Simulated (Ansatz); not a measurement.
IrO₃:
```yaml
crystal:
  lattice:
    - [3.74098, 0.00000, 0.00000]
    - [0.00000, 3.74098, 0.00000]
    - [0.00000, 0.00000, 3.74098]
  atoms:
    - { symbol: Ir, position: [0.50000, 0.50000, 0.50000] }
    - { symbol: O, position: [0.50000, 0.50000, 0.00000] }
    - { symbol: O, position: [0.00000, 0.50000, 0.50000] }
    - { symbol: O, position: [0.50000, 0.00000, 0.50000] }
```

Relaxed with PBEsol. Special points in fractions of this cell's reciprocal vectors: Γ (0.000, 0.000, 0.000); X (0.000, 0.500, 0.000); M (0.500, 0.500, 0.000); R (0.500, 0.500, 0.500).

### Question
List the band energies nearest the Fermi level at these points for the program Ansatz at the PBEsol with spin–orbit coupling level (PAW).

### Answer
In eV from the Fermi level; about four levels below and three above (degenerate sets whole), none deeper than 8.9 eV; points with the same levels are listed once.

| k | below | above |
|---|---|---|
| Γ | -2.46 -2.46 -2.46 -2.46 -2.46 -2.46 | 0.09 0.09 0.09 0.09 |
| X | -2.44 -2.44 -0.03 -0.03 | 0.26 0.26 0.74 0.74 |
| M | -3.25 -3.25 -1.23 -1.23 | 0.20 0.20 0.48 0.48 |
| R | -1.21 -1.21 -1.21 -1.21 | 0.84 0.84 0.84 0.84 |

Space group Pm-3m (ReO3 type). The workflow started from a Materials Project entry (that database holds measured and hypothetical structures alike); the Crystallography Open Database copy checked does not list it. Its standing as an ambient phase is unchecked. The PBEsol relaxation kept the symmetry of its start; its stability against distortions is not shown here. The run is not spin-polarised. With an odd number of electrons in the cell and no spin polarisation, the count alone makes it a metal.

Potentials: the later of the program's two PAW sets.
